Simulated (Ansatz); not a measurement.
Relaxing hafnium (dhcp)

Theory: DFT, RPBE, plane waves (420 eV) with PAW, scalar-relativistic (Ansatz 0.2.0). The PAW files were generated under PBE, with cores re-solved for the functional.

k-point mesh 11×11×3, Fermi-Dirac smearing 0.1 eV, no spin polarisation. Cell and atoms relax.

Starting structure:

```
Hf
1.0
     3.16320    0.00000    0.00000
    -1.58160    2.73941    0.00000
     0.00000    0.00000   10.33100
Hf
4
Direct
  0.00000 0.00000 0.00000
  0.00000 0.00000 0.50000
  0.33333 0.66667 0.25000
  0.66667 0.33333 0.75000
```

Task: The pressure at the start is 4.3 GPa. By how much does the volume change?

Result: From 22.38 to 23.30 Å³ per atom, 4.1 %. The final cell has a = 3.228 Å, c = 10.330 Å (c/a = 3.200).

Task: How much energy does the relaxation gain?

Result: 14.8 meV per atom.

Path of the relaxation (the plane waves are chosen anew near the end, which can shift the energy a little):

```
step  E − E(final) (meV/atom)  V (Å³/atom)  P (GPa)  max force (eV/Å)
   0                    14.79       22.380     4.33             0.000
   1                     0.41       23.382    -0.33             0.000
   2                     0.30       23.310    -0.03             0.000
   3                     0.30       23.303     0.00             0.000
   4                     0.00       23.303     0.00             0.000
```
